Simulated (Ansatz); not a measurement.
Data:

GaMo3N (anti-perovskite, space group No. 221), a = 4.085 Å, b = 4.085 Å, c = 4.085 Å, α = 90.00°, β = 90.00°, γ = 90.00°.

This is the r²SCAN-relaxed structure.

All from r²SCAN (plane waves, PAW; program Ansatz), unless another level is named. Predict the electronic character.

metallic (no gap).

What about the density of states at the Fermi level?

0.59 states/eV per atom (mean over ±0.08 eV).

Predict the formation energy from the elements (no fitted shifts).

-17 kJ/mol-atom.

Predict the gap with spin–orbit coupling.

none (metallic).

Space group Pm-3m (anti-perovskite). The start of the workflow was typed in or built on a structure type; neither database checked (COD, Materials Project) lists it. Whether it is the stable phase at ambient conditions was not checked. The r²SCAN relaxation kept the symmetry of its start; its stability against distortions is not shown here. The workflow began spin-polarised and lost its moments. The references are the lowest solids computed at this level, not always the standard phases (solids in place of the gases). Spin–orbit coupling is left out wherever it is not named.

Potentials: the later of the program's two PAW sets.
